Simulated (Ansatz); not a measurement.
Cd4SbO: start and end of a relaxation

A trial structure of Cd4SbO was built thus: random cell by space group and Wyckoff sites (F-43m, No. 216). The dimensions are guesses.

start.cif

```cif
data_structure
_symmetry_space_group_name_H-M 'P 1'
_symmetry_Int_Tables_number 1
_cell_length_a 5.6834
_cell_length_b 5.6834
_cell_length_c 5.6834
_cell_angle_alpha 60.000
_cell_angle_beta 60.000
_cell_angle_gamma 60.000
_cell_volume 129.81
loop_
_atom_site_label
_atom_site_type_symbol
_atom_site_fract_x
_atom_site_fract_y
_atom_site_fract_z
_atom_site_occupancy
Cd1 Cd 0.13628 0.13628 0.13628 1
Cd2 Cd 0.13628 0.13628 0.59115 1
Cd3 Cd 0.13628 0.59115 0.13628 1
Cd4 Cd 0.59115 0.13628 0.13628 1
Sb1 Sb 0.75000 0.75000 0.75000 1
O1 O 0.25000 0.25000 0.25000 1
```

Computed with DFT PBE, scalar-relativistic, plane waves, PAW in Ansatz 0.2.0. Cutoff 420 eV, Gaussian smearing, Γ-centred meshes. Cell and atoms relax first on a coarse mesh and then on a finer one. In between, the cell is made exact in the group found at 0.06 Å. In metals the finer mesh still leaves noise of several meV/atom or more. The steps can't lower the symmetry of their start. No spin polarisation.

end.cif

```cif
data_structure
_symmetry_space_group_name_H-M 'P 1'
_symmetry_Int_Tables_number 1
_cell_length_a 6.3500
_cell_length_b 6.3500
_cell_length_c 6.3500
_cell_angle_alpha 60.000
_cell_angle_beta 60.000
_cell_angle_gamma 60.000
_cell_volume 181.05
loop_
_atom_site_label
_atom_site_type_symbol
_atom_site_fract_x
_atom_site_fract_y
_atom_site_fract_z
_atom_site_occupancy
Cd1 Cd 0.66388 0.11204 0.11204 1
Cd2 Cd 0.11204 0.66388 0.11204 1
Cd3 Cd 0.11204 0.11204 0.66388 1
Cd4 Cd 0.11204 0.11204 0.11204 1
Sb1 Sb 0.75000 0.75000 0.75000 1
O1 O 0.25000 0.25000 0.25000 1
```

The symmetry stays F-43m (No. 216). The volume per atom grows by 39.5 %, from 21.6 to 30.2 Å³. The shortest distance goes from 1.58 Å (Cd–O) to 2.15 Å (Cd–O). The energy falls by about 3.6 eV/atom (the start's value is from the coarse mesh). The end is written in a standard setting, so origin, axes and order of atoms can differ from the start's.

```
Volume per atom                          : 30.18 Å³
Density                                  : 5.39 g/cm³
Formation energy                         : −0.02 eV/atom
Gap on the 8×8×8 mesh of the 6-atom cell : 0 eV (a metal)
```

The zero of energy is the elements' standard structures at the same level (O₂ as a molecule); no fitted shifts are applied. The formation energy is too near zero to say whether this cell lies below the elements.

The last run used Gaussian smearing of 0.10 eV. For metals, differences of a few meV/atom aren't resolved. These runs have no spin–orbit coupling, which can matter for Sb. The cell is a metal run without spin; a magnetic state may lie lower. A structure relaxed within its symmetry needn't be a true minimum. In all, the 3 runs took 3.3 min on 1 thread of Intel(R) Xeon(R) Processor @ 2.70GHz, on a shared host. Another cell of Cd4SbO relaxed alike, in P4/mmm, lies 39 meV/atom lower, so this cell isn't the stable form at this level.
